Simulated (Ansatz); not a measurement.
A plane-wave DFT run in Ansatz 0.2.0 (scalar-relativistic PAW potentials unless the input names others): input and command.

```yaml
crystal:
  lattice:
    - [3.9765938854, 0.0, 0.0]
    - [-1.9882969427, 3.4438313253, 0.0]
    - [0.0, 0.0, 4.8615633296]
  atoms:
    - { symbol: Be, position: [0.3333333333, 0.6666666667, 0.25] }
    - { symbol: Be, position: [0.6666666667, 0.3333333333, 0.75] }
    - { symbol: Ge, position: [0.3333333333, 0.6666666667, 0.75] }
    - { symbol: Ge, position: [0.6666666667, 0.3333333333, 0.25] }
basis:
  ecutwfc: 420
kpoints:
  mp_grid: { grid: [12, 12, 10] }
hamiltonian:
  xc: pbe
scf:
  occupations: { method: tetrahedron_uncorrected }
output:
  forces: true
  eigenvalues: true
  stress: true
relax:
  adjacent_minimum: "off"
  f_tol: 0.01
  max_steps: 80
  cell: { stress_tol: 0.05 }
```

```bash
ansatz run input.yaml --threads 1 --pin off --max-ram 2560MiB --backend cpu --events-out ev --progress --plain --runs-dir out
```

Abridged log:
```
Warning: relax: with tetrahedron occupations the Hellmann–Feynman forces and the energy need not agree along the walk (scf.occupations.method in the input reference, under Limitations); prefer a smearing scheme for the relaxation and re-run the relaxed geometry with tetrahedron occupations for the final energies/DOS
Pseudopotentials: kind: paw
Pseudopotential: Be, paw, valence charge 2, recommended cutoff 420 eV (normal)
Pseudopotential: Ge, paw, valence charge 14, recommended cutoff 420 eV (normal)
Functional definition: PBE
Crystal: 4 atoms, lattice volume = 66.578 Å³
Basis set: ecut = 420 eV, 1337 PW (Γ), exchange–correlation on 54×54×72 points (8 copies of the dense FFT grid, shifted against one another)
Bands: 20, of which v1, the nominal top of the filled ones, is band 16 counted from 1 (15 counted from 0)
Symmetry: 24 space group operations
Space group: P63/mmc (ITA 194), of the structure as read, at distance tolerance 4.1e-5 Å
k-points: 114 of 1440
Initial density: superposition of atomic densities (neutral atoms: chi_scale 0, normalization atom), corrected by the library's trained network
Initial wavefunctions: pseudopotential atomic-orbital guess
Functional: x = pbe(κ = 0.804, μ = 0.21951497), c = pbe(β = 0.06672455)
SCF iter   1: F=—  HF=-8773.487581 eV  |F-HF|=—  |Δ(HF+E_count)|=         —  Δρ=2.29e-3  dr2=3.87e-3  ethr=1.77e-3  ⟨swp⟩=6.6  Hψ=11381  notcnv=0
SCF iter   2: F=—  HF=-8773.486850 eV  |F-HF|=—  |Δ(HF+E_count)|=   7.32e-4  Δρ=1.33e-3  dr2=1.29e-3  ethr=1.21e-5  ⟨swp⟩=3.0  Hψ=5426  notcnv=0  defer=8
SCF iter   3: F=—  HF=-8773.487171 eV  |F-HF|=—  |Δ(HF+E_count)|=   3.21e-4  Δρ=6.25e-4  dr2=2.83e-4  ethr=4.02e-6  ⟨swp⟩=2.0  Hψ=4544  notcnv=0  defer=8
SCF iter   4: F=—  HF=-8773.487167 eV  |F-HF|=—  |Δ(HF+E_count)|=   3.69e-6  Δρ=2.04e-4  dr2=3.53e-5  ethr=8.85e-7  ⟨swp⟩=2.1  Hψ=4550  notcnv=0  defer=8
SCF iter   5: F=—  HF=-8773.487062 eV  |F-HF|=—  |Δ(HF+E_count)|=   1.05e-4  Δρ=1.01e-4  dr2=9.74e-6  ethr=1.10e-7  ⟨swp⟩=2.3  Hψ=4575  notcnv=0  defer=8
SCF iter   6: F=—  HF=-8773.487065 eV  |F-HF|=—  |Δ(HF+E_count)|=   2.94e-6  Δρ=4.76e-5  dr2=1.23e-6  ethr=3.04e-8  ⟨swp⟩=3.2  Hψ=4566  notcnv=0  defer=8
SCF iter   7: F=-8773.487064 eV  HF=-8773.487064 eV  |F-HF|=1.30e-7  |Δ(HF+E_count)|=   4.40e-7  Δρ=1.55e-5  dr2=9.03e-8  ethr=3.13e-10  ⟨swp⟩=3.0  Hψ=9670  notcnv=0
SCF 1 converged in 7 iterations: F = -8773.487064 eV  dr2 = 9.03e-8
relax step   1: F+E_penalty+E_count = -8773.48706398 eV  Δ(F+E_penalty+E_count) = +0.000e0 eV  max|allowed force component| = 5.204e-16 eV/Å  Δτ_max = 0.0000 Å  P = +0.174 GPa  Ω = 66.578 Å³  (7 SCF iters, dr2 threshold 1.00e-7 eV, accepted)
Crystal: 4 atoms, lattice volume = 66.728 Å³
Initial density: handed on by an earlier stage of this run
Initial wavefunctions: those handed on with the density
SCF iter   1: F=—  HF=-8773.487293 eV  |F-HF|=—  |Δ(HF+E_count)|=         —  Δρ=1.28e-4  dr2=1.89e-5  ethr=5.67e-8  ⟨swp⟩=2.5  Hψ=12876  notcnv=0
   ...
SCF iter   3: F=—  HF=-8773.487152 eV  |F-HF|=—  |Δ(HF+E_count)|=   2.67e-6  Δρ=1.87e-5  dr2=5.27e-7  ethr=2.81e-8  ⟨swp⟩=2.0  Hψ=3387  notcnv=0
SCF iter   4: F=-8773.487152 eV  HF=-8773.487152 eV  |F-HF|=1.79e-8  |Δ(HF+E_count)|=   1.58e-7  Δρ=5.66e-6  dr2=2.23e-8  ethr=5.70e-10  ⟨swp⟩=4.0  Hψ=7106  notcnv=0
SCF 2 converged in 4 iterations: F = -8773.487152 eV  dr2 = 2.23e-8
relax step   2: F+E_penalty+E_count = -8773.48715187 eV  Δ(F+E_penalty+E_count) = -8.789e-5 eV  max|allowed force component| = 4.441e-16 eV/Å  Δτ_max = 0.0000 Å  P = +0.027 GPa  Ω = 66.728 Å³  energy of the carried Pulay correction = -2.477e-5 eV  (4 SCF iters, dr2 threshold 1.82e-7 eV, accepted)
Initial wavefunctions: pseudopotential atomic-orbital guess (no wavefunctions were taken with the density)
SCF iter   1: F=—  HF=-8773.487312 eV  |F-HF|=—  |Δ(HF+E_count)|=         —  Δρ=6.14e-6  dr2=2.89e-8  ethr=1.77e-7  ⟨swp⟩=3.0  Hψ=17110  notcnv=0
SCF iter   2: F=—  HF=-8773.487176 eV  |F-HF|=—  |Δ(HF+E_count)|=   1.35e-4  Δρ=3.92e-6  dr2=1.01e-8  ethr=9.02e-11  ⟨swp⟩=3.0  Hψ=5153  notcnv=0
SCF iter   3: F=—  HF=-8773.487176 eV  |F-HF|=—  |Δ(HF+E_count)|=   1.55e-8  Δρ=1.62e-6  dr2=2.30e-9  ethr=3.16e-11  ⟨swp⟩=2.4  Hψ=4614  notcnv=0
SCF iter   4: F=—  HF=-8773.487176 eV  |F-HF|=—  |Δ(HF+E_count)|=   1.61e-9  Δρ=7.48e-7  dr2=5.39e-10  ethr=7.18e-12  ⟨swp⟩=2.2  Hψ=4584  notcnv=0
SCF iter   5: F=—  HF=-8773.487176 eV  |F-HF|=—  |Δ(HF+E_count)|=  7.20e-10  Δρ=4.17e-7  dr2=2.04e-10  ethr=1.68e-12  ⟨swp⟩=3.4  Hψ=4614  notcnv=0
SCF iter   6: F=-8773.487176 eV  HF=-8773.487176 eV  |F-HF|=0.00e0  |Δ(HF+E_count)|=  1.31e-10  Δρ=1.23e-7  dr2=1.19e-11  ethr=1.00e-12  ⟨swp⟩=3.0  Hψ=8568  notcnv=0
SCF 3 converged in 6 iterations: F = -8773.487176 eV  dr2 = 1.19e-11
SCF converged after 6 iterations
Free energy (F): -8773.487176 eV
Harris-Foulkes:  -8773.487176 eV  (|F-HF|=0.00e0)
Internal energy: -8773.487059 eV  (E = F + TS)
E sigma→0 (E₀):  -8773.487176 eV
Entropy (-TS):   -0.000117 eV (-0.029 meV/atom)
Fermi energy:    7.003556 eV
--- Forces (eV/Å), atoms counted from 1 ---
  atom   1  Be     0.00000000     0.00000000     0.00000000
  atom   2  Be     0.00000000     0.00000000     0.00000000
  atom   3  Ge     0.00000000     0.00000000     0.00000000
  atom   4  Ge     0.00000000     0.00000000     0.00000000
--- Stress (GPa, compression-positive) ---
        0.016912       0.000000       0.000000
        0.000000       0.016912       0.000000
        0.000000       0.000000       0.047349
  P = ⅓ Tr σ = 0.0271 GPa (0.271 kbar)
--- Relaxed structure (2 steps of the walk, 2 accepted, 1 SCFs on fresh bases) ---
  F+E_penalty+E_count = -8773.48717621 eV   max|allowed force component| = 5.435e-16 eV/Å   (the final SCF, on the basis selected at the relaxed cell)
  cell:  # Å, volume = 66.7275 Å³
    - [3.97853420, 0.0, 0.0]
    - [-1.98926710, 3.44551169, 0.0]
    - [0.0, 0.0, 4.86774920]
  atoms:
    - { symbol: Be, position: [0.33333333, 0.66666666, 0.24999999] }
    - { symbol: Be, position: [0.66666666, 0.33333333, 0.75000000] }
    - { symbol: Ge, position: [0.33333333, 0.66666666, 0.75000000] }
    - { symbol: Ge, position: [0.66666666, 0.33333333, 0.24999999] }
```

Apart from outputs and empty bands, the input differs from a reference run on usual settings in scf.occupations.width: 0.1 → not typed; scf.occupations.method: "gaussian" → "tetrahedron_uncorrected". The reference, at the same start, ended its own course with a relaxed volume of 16.66 Å³/atom, pressure 0.00 GPa, largest force 0.000 eV/Å, no gap on the mesh. This run converged in 17 SCF iterations over all its steps (reference: 20) with an energy at zero smearing 13.08 meV/atom above the reference's, a relaxed volume of 16.68 Å³/atom, pressure 0.03 GPa, largest force 0.000 eV/Å, no gap on the mesh.

It took 24 s on 1 thread of Arm Neoverse V1, on a shared host, peak memory 0.41 GiB.